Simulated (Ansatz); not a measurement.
SiNi2:
```
SiNi2
1.0
    5.02839     0.00000     0.00000
    0.00000     3.72865     0.00000
    0.00000     0.00000     7.07102
Si Ni
4 8
Direct
  0.28668   0.75000   0.61470
  0.71332   0.25000   0.38530
  0.21332   0.25000   0.11470
  0.78668   0.75000   0.88530
  0.95935   0.75000   0.20366
  0.04065   0.25000   0.79634
  0.54065   0.25000   0.70366
  0.45935   0.75000   0.29634
  0.83086   0.75000   0.56027
  0.16914   0.25000   0.43973
  0.66914   0.25000   0.06027
  0.33086   0.75000   0.93973
```

Relaxed with PBE.

**Question.** Tabulate the valence density and the electron localisation function along the shortest Ni–Ni contact (2.58 Å), plane-wave PAW PBE (Ansatz code).

**Answer.** 

```tsv
distance from Ni (Å)	density (e/Å³)	ELF
0.26	33.09	0.58
0.39	16.55	0.45
0.52	7.05	0.35
0.64	2.86	0.27
0.77	1.20	0.21
0.90	0.59	0.17
1.03	0.39	0.18
1.16	0.32	0.23
1.29	0.30	0.27
1.42	0.32	0.24
1.55	0.40	0.19
1.67	0.59	0.18
1.80	1.21	0.21
1.93	2.89	0.27
2.06	7.09	0.35
2.19	16.59	0.46
2.32	33.11	0.58
```

The density is the valence pseudo-density with augmentation charge, so density and ELF within about 1 Å of a nucleus are not all-electron values.

Space group Pnma. The PBE relaxation kept the symmetry of its start. The workflow began spin-polarised and lost its moments.

Potentials: the later of the program's two PAW sets.
